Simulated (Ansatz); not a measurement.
# Kick test of a cell of InGa₂As₃

The cell was found from a structure generator's guess, not taken from experiment.

Level of theory: Ansatz 0.2.0, DFT PBE, scalar-relativistic, plane waves, PAW. Cutoff 420 eV; k points 12×12×4 on the computed 6-atom cell (Γ-centred); Gaussian smearing, width 0.10 eV; no spin polarisation.

The cell below (6 atoms, space group P3m1 (No. 156)) is relaxed within its symmetry.

```
In Ga As
1.0
     4.16611    0.00000    0.00000
    -2.08306    3.60796    0.00000
     0.00000    0.00000   10.24224
In Ga As
1 2 3
Direct
  0.66667 0.33333 0.33482
  0.00000 0.00000 0.99382
  0.33333 0.66667 0.67324
  0.00000 0.00000 0.23591
  0.66667 0.33333 0.59562
  0.33333 0.66667 0.91660
```

For the test a repeat of it with 12 atoms (edges 4.17, 4.17, 20.48 Å) was strained at random (σ = 1.5 % a component), the atoms were moved at random (σ = 0.15 Å), and all was relaxed again on a coarse 6×6×1 mesh (in the run’s order of axes) with 0.20 eV smearing, with no symmetry imposed.

Task: Does it come back?

Result: It returns, within 1 meV/atom of the unmoved cell on that mesh and with the same symmetry when read at 0.1 Å (Cm at 0.01 Å, so small strains and shifts remain). No instability shows in this cell; modes of other wave vectors, which need another repeat, aren't tested.
